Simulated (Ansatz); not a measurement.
**Phase order of Pb**

Structure types of Pb are relaxed in primitive cells with their symmetry kept at 0 GPa, first on PAW files, then by LAPW. The enthalpy is E + pV at zero temperature, without zero-point motion. Only the types listed were tried, and differences under about 5 meV/atom are mesh noise.

All numbers are LDA results (scalar-relativistic) from Ansatz 0.2.0, with Fermi–Dirac smearing of 0.05 eV, no spin polarisation. Methods: LAPW: all electrons, basis error target 0.5 meV/atom; PAW: frozen-core files, cutoff 420 eV.

k meshes: fcc 15×15×15, bcc 15×15×15, hcp 14×14×8, sc 13×13×13, diamond 11×11×11.

Spin–orbit coupling is left out, which matters for the heavy atoms. The PAW files were made under PBE.

Task: Which type is lowest in enthalpy, and by how much?

Result: fcc, 11 meV/atom below hcp. The whole table:

```
start type         ends as          a, b, c (Å)  V (Å³/atom)  H − H(lowest), LAPW (meV/atom)  same, PAW
       fcc      fcc, Fm-3m  4.880, 4.880, 4.880        29.05                             0.0        0.0
       bcc      bcc, Im-3m  3.869, 3.869, 3.869        28.97                            43.8       43.8
       hcp   hcp, P6_3/mmc  3.417, 3.417, 5.704        28.83                            11.4       11.5
        sc       sc, Pm-3m  3.146, 3.146, 3.146        31.13                           172.7      173.1
   diamond  diamond, Fd-3m  6.824, 6.824, 6.824        39.72                           315.1      315.6
```
